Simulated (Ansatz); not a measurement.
All numbers below come from DFT PBE, scalar-relativistic, plane waves, PAW (Ansatz 0.2.0). Settings: cutoff 420 eV, Γ-centred meshes spaced at most about 0.3 Å⁻¹, and about 0.25 Å⁻¹ or finer for metals (2π included), Gaussian smearing. No spin polarisation in the final relaxations.

Temperature and zero-point effects are left out. All come from trial cells, and lower structures may exist.

Question: Order these relaxed structures of TiNiS2 by energy, lowest first, with the energy over the lowest of them.
A.

```cif
data_structure
_symmetry_space_group_name_H-M 'P-6m2'
_symmetry_Int_Tables_number 187
_cell_length_a 3.3201
_cell_length_b 3.3201
_cell_length_c 6.0407
_cell_angle_alpha 90.000
_cell_angle_beta 90.000
_cell_angle_gamma 120.000
_cell_volume 57.66
loop_
_atom_site_label
_atom_site_type_symbol
_atom_site_symmetry_multiplicity
_atom_site_Wyckoff_symbol
_atom_site_fract_x
_atom_site_fract_y
_atom_site_fract_z
_atom_site_occupancy
Ti1 Ti 1 e 0.66667 0.33333 0.00000 1
Ni1 Ni 1 f 0.66667 0.33333 0.50000 1
S1 S 2 g 0.00000 0.00000 0.25168 1
```

B.

```cif
data_structure
_symmetry_space_group_name_H-M 'Pm'
_symmetry_Int_Tables_number 6
_cell_length_a 5.9818
_cell_length_b 3.3260
_cell_length_c 6.2647
_cell_angle_alpha 90.000
_cell_angle_beta 101.835
_cell_angle_gamma 90.000
_cell_volume 121.99
loop_
_atom_site_label
_atom_site_type_symbol
_atom_site_symmetry_multiplicity
_atom_site_Wyckoff_symbol
_atom_site_fract_x
_atom_site_fract_y
_atom_site_fract_z
_atom_site_occupancy
Ti1 Ti 1 b 0.65716 0.50000 0.98949 1
Ti2 Ti 1 a 0.17630 0.00000 0.01064 1
Ni1 Ni 1 b 0.75951 0.50000 0.43318 1
Ni2 Ni 1 a 0.08849 0.00000 0.54293 1
S1 S 1 a 0.55622 0.00000 0.24817 1
S2 S 1 b 0.04818 0.50000 0.25387 1
S3 S 1 a 0.43262 0.00000 0.75402 1
S4 S 1 b 0.94818 0.50000 0.76771 1
```

Answer: B (0 meV/atom), A (107 meV/atom). Forms: B Pm; A Ti and Ni ordered on tungsten carbide sites, P-6m2. Counting S atoms around Ni and Ti (those within 1.25 times the shortest such distance or 1.15 times the sum of covalent radii, 1.27 where that leaves under three; a plus sign parts nearer from farther groups; a slash parts the counts of unlike sites): B has Ti 6, Ni 4/1+4; A has Ti 6, Ni 6.

No Hubbard U is applied to the 3d shell of Ni. Trial moments died out on the coarse mesh in Pm and P-6m2; another magnetic start might hold. Cells relaxed within their symmetry can be saddle points. The Pm cell of TiNiS2 came from shaking the P-6m2 one. Some candidate types were left out of the draw beforehand, so a known form may be missing.
